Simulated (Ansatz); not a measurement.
TiO$_{2}$ (rutile, space group No. 136), plane-wave PAW r²SCAN (Ansatz code), all energies at zero smearing, with the estimated change up to a 700 eV cutoff added, with one set of potentials and settings (totals compare only within such a set). Cell of 6 atoms (2 Ti, 4 O): -7292.598 eV.

| element | reference phase | E (eV/atom) |
|---|---|---|
| Ti | P6/mmm, 3 atoms in the cell | -2504.3896 |
| O | C2/m, 4 atoms in the cell, spin-polarised | -566.0281 |

Formation energy per atom, worked out: (-7292.598 − 2×(-2504.3896) − 4×(-566.0281))/6 = -3.284 eV/atom (-317 kJ per mol of atoms), at 0 K, without zero-point energy or fitted corrections.

Space group P4_2/mnm (rutile). Symmetry was held in the r²SCAN relaxation. The run is not spin-polarised. The references are the lowest solids computed at this level, not always the standard phases (solids in place of the gases).

Potentials: the later of the program's two PAW sets.
